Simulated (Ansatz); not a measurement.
# SrVO3: reading a single point

```yaml
crystal:
  lattice:
    - [3.80502, 0.00000, 0.00000]
    - [0.00000, 7.61005, 0.00000]
    - [0.00000, 0.00000, 3.80502]
  atoms:
    - { symbol: Sr, position: [0.50000, 0.25000, 0.50000] }
    - { symbol: Sr, position: [0.50000, 0.75000, 0.50000] }
    - { symbol: V, position: [0.00000, 0.00000, 0.00000] }
    - { symbol: V, position: [0.00000, 0.50000, 0.00000] }
    - { symbol: O, position: [0.50000, 0.00000, 0.00000] }
    - { symbol: O, position: [0.50000, 0.50000, 0.00000] }
    - { symbol: O, position: [0.00000, 0.25000, 0.00000] }
    - { symbol: O, position: [0.00000, 0.75000, 0.00000] }
    - { symbol: O, position: [0.00000, 0.00000, 0.50000] }
    - { symbol: O, position: [0.00000, 0.50000, 0.50000] }
```

Level: r2SCAN, collinear spin; 500 eV; 5×3×5 (shifted by 0.5, 0.5, 0.5 steps) mesh; fermi-dirac occupations (width 0.0226 eV); Ansatz 0.2.0, fixed geometry.

No atom carries over 0.3 μB, and the net moment is 0.00 μB a cell; the state need not be the lowest.

- Contacts: V–O at 1.90 Å: least valence density 0.77 e/Å³ and ELF 0.18 there. Sr–O at 2.69 Å: least valence density 0.16 e/Å³ and ELF 0.06 there. Both are smooth PAW fields, read partly inside the augmentation spheres.
- At the Fermi level: It is a metal, with about 3.1 states/eV a cell as the mean within 0.25 eV of the Fermi level, mostly V d (82 %) and O p (17 %).
- Charges: Bader charges in e: Sr +1.62, V +2.17, O -1.26. In the mean V gives up most and O takes most.
- Formation energy: -3.04 eV an atom against the elements' usual phases (free molecules for gases, crystals otherwise, with no correction for O₂ or N₂), so it is bound against them; other compounds may still compete. Relaxing would lower it.
- Stress: The pressure is 4.0 GPa (compression positive), so with the atoms held at these fractions the cell would first expand. The principal stresses 3.1, 3.4, 5.3 GPa differ, so its shape would change too.

Origin: a database entry at a rescaled volume. Caveats: correlation that this level lacks may open a gap in such a compound; the k mesh is coarse if the cell is a metal.
